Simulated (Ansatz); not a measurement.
ScPt: a vibration from a frozen displacement

Level of theory: Ansatz 0.2.0, DFT PBEsol, scalar-relativistic, plane waves, PAW. Settings: plane waves to 420 eV, k-mesh 14×14×14 (Γ-centred), Gaussian smearing 0.15 eV. Spin–orbit coupling is left out, which matters for the heavy elements here. No spin polarisation. Energies are free energies at this smearing, counted from the undisturbed cell; pressure is positive in compression.

The starting cell (as given, not relaxed at this level; it stands at -1.4 GPa, and it needn't be the usual structure):

```
Sc Pt
1.0
     3.27000    0.00000    0.00000
     0.00000    3.27000    0.00000
     0.00000    0.00000    3.27000
Sc Pt
1 1
Direct
  0.50000 0.50000 0.50000
  0.00000 0.00000 0.00000
```

Every Sc atom is moved by x along the Cartesian unit vector (-1.000, 0.000, 0.000); the cell and all other atoms stay fixed. The cell's volume is 34.97 Å³; the moved atoms weigh 44.956 u together and the others 195.084 u. Some rows repeat others by symmetry and weren't run.

```
  x (Å)  ΔE (meV/cell) total force on the moved atoms along the move (eV/Å) pressure (GPa)
-0.2000          71.96                                                0.7357          0.3675
-0.1750          54.82                                                0.6362         -0.0282
-0.1500          40.12                                                0.5403         -0.3763
-0.1250          27.78                                                0.4471         -0.6756
-0.1000          17.74                                                0.3560         -0.9243
-0.0750           9.96                                                0.2662         -1.1203
-0.0500           4.42                                                0.1771         -1.2616
-0.0250           1.11                                                0.0885         -1.3470
 0.0000           0.00                                                0.0000         -1.3755
 0.0250           1.11                                               -0.0885         -1.3470
 0.0500           4.42                                               -0.1771         -1.2616
 0.0750           9.96                                               -0.2662         -1.1203
 0.1000          17.74                                               -0.3560         -0.9243
 0.1250          27.78                                               -0.4471         -0.6756
 0.1500          40.12                                               -0.5403         -0.3763
 0.1750          54.82                                               -0.6362         -0.0282
 0.2000          71.96                                               -0.7357          0.3675
```

**Question.** What frequency belongs to this motion?

**Answer.** The force constant is k = −dF/dx = 3.540 eV/Å², from the parabola through x = -0.0250, 0 and 0.0250. In every cell the moved atoms swing against the rest, so the mass is μ = m₁m₂/(m₁ + m₂) = 36.536 u, and ν̃ = 521.5 cm⁻¹ × √(|k|/μ) = 162 cm⁻¹, at this cell's pressure of -1.4 GPa. To first order in x, and within 1 %, the force on every atom lies along the move and, within each of the two groups, in proportion to the atom's mass, so this is itself a mode at the zone centre of this cell.

**Question.** How far does the harmonic law reach?

**Answer.** At x = -0.200 Å, kx²/2 = 70.80 meV against the computed 71.96 meV (+1.6 %): the well is still close to harmonic there.

**Question.** The pressure changes with x². What does that say about the frequency under compression?

**Answer.** With E = k(V)x²/2, k ∝ V^(−2γ) and x scaling with the cell as V^(1/3), P − P0 = −∂E/∂V = (2γ − 2/3) ΔE/V. At x = 0.0500 Å, V(P − P0) = 34.97 × 0.11388 / 160.2 eV = 24.85 meV and ΔE = 4.42 meV, so γ = 1/3 + V(P − P0)/(2ΔE) = 3.14. This is the Grüneisen parameter of the motion under uniform scaling of the cell: shrinking the cell evenly by 1 % in volume raises the frequency by about 3.14 %.

In a metal these slopes depend on the k mesh and the smearing.